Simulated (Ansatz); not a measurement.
A relaxed cell of MgCdSe is given with its symmetry left out. The cell was found from a structure generator's guess, not taken from experiment.

These are results of Ansatz, DFT PBE, scalar-relativistic, plane waves, PAW, not measurements. Cutoff 420 eV, Γ-centred mesh, Gaussian smearing, no spin polarisation.

```cif
data_structure
_symmetry_space_group_name_H-M 'P 1'
_symmetry_Int_Tables_number 1
_cell_length_a 3.9350
_cell_length_b 3.9350
_cell_length_c 5.8552
_cell_angle_alpha 90.000
_cell_angle_beta 90.000
_cell_angle_gamma 90.000
_cell_volume 90.66
loop_
_atom_site_label
_atom_site_type_symbol
_atom_site_fract_x
_atom_site_fract_y
_atom_site_fract_z
_atom_site_occupancy
Mg1 Mg 0.50000 0.50000 0.50000 1
Cd1 Cd 0.50000 0.50000 0.00000 1
Se1 Se 0.00000 0.00000 0.00000 1
```

Energies over the elements count from the elements' standard structures at the same level, with no fitted energy shifts.

(1) Find its symmetry and describe it.

(2) What is its formation energy per atom?

(3) Is it a metal?

Answers

(1) P4/mmm (No. 123). Conventional cell: a = 3.935 Å, c = 5.855 Å. Around Mg lie 2 Cd at 2.93 Å; Cd has 4 Se at 2.78 Å and 2 Mg at 2.93 Å; around Se lie 4 Cd at 2.78 Å.

(2) +0.06 eV/atom. The separate elements lie lower, so it is unstable against them.

(3) Yes, bands cross the Fermi level on the 12×12×8 mesh.

The last run used a 12×12×8 mesh (in the run's order of axes) for its 3-atom cell and Gaussian smearing of 0.10 eV. The reference form of Se is held partly by dispersion forces, which this level lacks. Symmetry constrained the relaxation, so the result can be a saddle point. Another cell of MgCdSe relaxed alike, in P4/mmm, lies 0.53 eV/atom lower, so this cell isn't the stable form at this level.
